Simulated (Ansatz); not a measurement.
La2Ga9Ru3:
```cif
data_Ga18La4Ru6
_chemical_formula_sum 'La4 Ga18 Ru6'
_space_group_name_H-M_alt 'P 1'
_space_group_IT_number 1
_cell_length_a 7.51037
_cell_length_b 7.51037
_cell_length_c 9.94698
_cell_angle_alpha 90.000
_cell_angle_beta 90.000
_cell_angle_gamma 61.245
loop_
_space_group_symop_operation_xyz
  'x, y, z'
loop_
_atom_site_label
_atom_site_type_symbol
_atom_site_fract_x
_atom_site_fract_y
_atom_site_fract_z
_atom_site_occupancy
La1 La 0.32541 0.99905 0.75000 1
La2 La 0.67459 0.00095 0.25000 1
La3 La 0.99905 0.32541 0.25000 1
La4 La 0.00095 0.67459 0.75000 1
Ga1 Ga 0.86009 0.13991 0.75000 1
Ga2 Ga 0.13991 0.86009 0.25000 1
Ga3 Ga 0.66171 0.01541 0.57004 1
Ga4 Ga 0.33829 0.98459 0.42996 1
Ga5 Ga 0.33829 0.98459 0.07004 1
Ga6 Ga 0.66171 0.01541 0.92996 1
Ga7 Ga 0.01541 0.66171 0.42996 1
Ga8 Ga 0.98459 0.33829 0.57004 1
Ga9 Ga 0.98459 0.33829 0.92996 1
Ga10 Ga 0.01541 0.66171 0.07004 1
Ga11 Ga 0.65740 0.34260 0.05474 1
Ga12 Ga 0.34260 0.65740 0.94526 1
Ga13 Ga 0.34260 0.65740 0.55474 1
Ga14 Ga 0.65740 0.34260 0.44526 1
Ga15 Ga 0.45293 0.33915 0.75000 1
Ga16 Ga 0.54707 0.66085 0.25000 1
Ga17 Ga 0.33915 0.45293 0.25000 1
Ga18 Ga 0.66085 0.54707 0.75000 1
Ru1 Ru 0.67546 0.67546 0.50000 1
Ru2 Ru 0.32454 0.32454 0.50000 1
Ru3 Ru 0.32454 0.32454 0.00000 1
Ru4 Ru 0.67546 0.67546 0.00000 1
Ru5 Ru 0.00000 0.00000 0.50000 1
Ru6 Ru 0.00000 0.00000 0.00000 1
```

Relaxed with r²SCAN.

Q: Which orbitals make up the states near the Fermi level in DFT-r²SCAN in the program Ansatz with PAW potentials?

A: Within 0.5 eV of the Fermi level: Ru 4d 37 %, Ga 4p 34 %, La 5d 18 %. Projections are on Löwdin-orthogonalised atomic valence shells; empty p or d shells of many metals are not among them.

Q: Tabulate the density of states.

A: States/eV per cell of 28 atoms, in 0.25 eV bins, energy from the Fermi level.

| E (eV) | total | Ru 4d | Ga 4p | La 4f |
|---|---|---|---|---|
| -7.85 | 6.65 | 0.28 | 2.02 | 0.01 |
| -7.60 | 9.03 | 0.54 | 2.69 | 0.01 |
| -7.35 | 6.45 | 0.44 | 1.93 | 0.01 |
| -7.10 | 8.68 | 0.75 | 2.47 | 0.01 |
| -6.85 | 6.62 | 0.64 | 1.76 | 0.01 |
| -6.60 | 8.13 | 0.92 | 1.93 | 0.02 |
| -6.35 | 8.29 | 1.17 | 1.80 | 0.03 |
| -6.10 | 5.13 | 0.84 | 1.09 | 0.02 |
| -5.85 | 1.84 | 0.35 | 0.39 | 0.01 |
| -5.60 | 5.29 | 0.73 | 1.58 | 0.02 |
| -5.35 | 12.70 | 2.29 | 3.28 | 0.06 |
| -5.10 | 14.87 | 3.24 | 3.13 | 0.07 |
| -4.85 | 7.08 | 1.90 | 1.64 | 0.04 |
| -4.60 | 3.89 | 1.21 | 1.02 | 0.03 |
| -4.35 | 3.30 | 0.90 | 1.23 | 0.02 |
| -4.10 | 6.00 | 1.57 | 3.03 | 0.03 |
| -3.85 | 9.20 | 2.74 | 4.52 | 0.05 |
| -3.60 | 7.07 | 2.44 | 3.22 | 0.03 |
| -3.35 | 15.78 | 6.21 | 6.60 | 0.07 |
| -3.10 | 19.25 | 8.00 | 7.81 | 0.10 |
| -2.85 | 18.30 | 7.83 | 7.20 | 0.11 |
| -2.60 | 15.68 | 7.50 | 5.53 | 0.08 |
| -2.35 | 26.32 | 14.45 | 7.97 | 0.11 |
| -2.10 | 20.39 | 11.87 | 5.20 | 0.10 |
| -1.85 | 28.49 | 18.10 | 6.10 | 0.19 |
| -1.60 | 28.64 | 18.31 | 6.03 | 0.21 |
| -1.35 | 31.87 | 22.23 | 5.36 | 0.22 |
| -1.10 | 24.13 | 13.23 | 6.57 | 0.23 |
| -0.85 | 22.65 | 10.76 | 7.46 | 0.31 |
| -0.60 | 15.53 | 6.99 | 5.17 | 0.28 |
| -0.35 | 14.82 | 6.60 | 4.94 | 0.37 |
| -0.10 | 10.00 | 3.68 | 3.52 | 0.27 |
| 0.15 | 12.92 | 4.03 | 4.54 | 0.42 |
| 0.40 | 11.28 | 3.34 | 3.87 | 0.44 |
| 0.65 | 7.42 | 2.23 | 2.51 | 0.31 |
| 0.90 | 3.55 | 0.95 | 1.18 | 0.21 |
| 1.15 | 2.63 | 0.55 | 0.84 | 0.23 |
| 1.40 | 6.73 | 1.97 | 1.46 | 0.79 |
| 1.65 | 23.31 | 6.61 | 5.44 | 3.16 |
| 1.90 | 22.07 | 4.93 | 5.65 | 4.17 |
| 2.15 | 19.94 | 3.38 | 4.89 | 5.62 |
| 2.40 | 25.02 | 2.80 | 5.12 | 11.30 |
| 2.65 | 46.30 | 2.33 | 4.07 | 33.95 |
| 2.90 | 84.85 | 1.64 | 3.13 | 74.39 |

Space group Cmcm. The first step of the workflow began from a Materials Project structure, measured or hypothetical; the Crystallography Open Database copy checked does not list it. Its standing as an ambient phase is unchecked. Symmetry was held in the r²SCAN relaxation; its stability against distortions is not shown here. The run is not spin-polarised. Scalar-relativistic: spin–orbit coupling is off unless named, which matters more the heavier the elements.

Potentials: the later of the program's two PAW sets.
